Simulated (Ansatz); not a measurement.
**Bi2S3 — electric field gradients**

The cell is a COD entry (perhaps calculated rather than measured), its atoms then relaxed with PBE in this cell.

```cif
data_Bi2S3
_symmetry_space_group_name_H-M 'Pnma'
_symmetry_Int_Tables_number 62
_cell_length_a 11.3050
_cell_length_b 3.9810
_cell_length_c 11.1470
_cell_angle_alpha 90.000
_cell_angle_beta 90.000
_cell_angle_gamma 90.000
loop_
_atom_site_label
_atom_site_type_symbol
_atom_site_symmetry_multiplicity
_atom_site_Wyckoff_symbol
_atom_site_fract_x
_atom_site_fract_y
_atom_site_fract_z
Bi1 Bi 4 c 0.5124 0.2500 0.1753
Bi5 Bi 4 c 0.6626 0.7500 0.4684
S9 S 4 c 0.6225 0.7500 0.0560
S13 S 4 c 0.7163 0.2500 0.3071
S17 S 4 c 0.4504 0.7500 0.3706
```

One atom of each set is listed.

The numbers come from a DFT calculation in Ansatz (PBE, plane waves and PAW, scalar-relativistic, 420 eV cutoff, Γ-centred 3×7×3 k-points, Fermi–Dirac smearing 0.02 eV).

Conventions: |V_zz| ≥ |V_yy| ≥ |V_xx|, η = (V_xx − V_yy)/V_zz, C_Q = eQV_zz/h. ν_Q = 3|C_Q|/[2I(2I − 1)].

²⁰⁹Bi: I = 9/2, Q = -516.0 mb; 33S: I = 3/2, Q = -69.40 mb. Q values from Pyykkö, Mol. Phys. 116, 1328 (2018).

Question: What field gradients does the calculation give at each kind of site?

Answer: 

| site | atoms | first shell | C_Q (MHz) | η | ν_Q (MHz) |
| --- | --- | --- | --- | --- | --- |
| Bi1 | 4 | 7 S at 2.70–3.35 Å | 88.2 | 1.00 | 3.67 |
| Bi5 | 4 | 7 S at 2.63–3.29 Å | 230 | 0.09 | 9.58 |
| S9 | 4 | 5 Bi at 2.70–3.29 Å | 14.5 | 0.13 | 7.27 |
| S13 | 4 | 3 Bi at 2.73–2.75 Å | 4.24 | 0.30 | 2.12 |
| S17 | 4 | 5 Bi at 2.63–3.03 Å | -6.64 | 1.00 | 3.32 |

At S13 V_zz stands upright on the plane through its three neighbours (within 2°).

Spin–orbit coupling is left out, which shifts gradients on Bi by a few per cent, and by more where contributions nearly cancel. Where η is near 1 the sign of V_zz means little.

The relaxation (5 steps) took 2.8 min of wall time (5.5 min of CPU time) and 1.4 GiB at its peak, on 2 threads of Arm Neoverse V2 (aarch64; 8 cores open to the job, memory cap 5.0 GiB, no GPU), a shared host with a load of 0.5 a core.
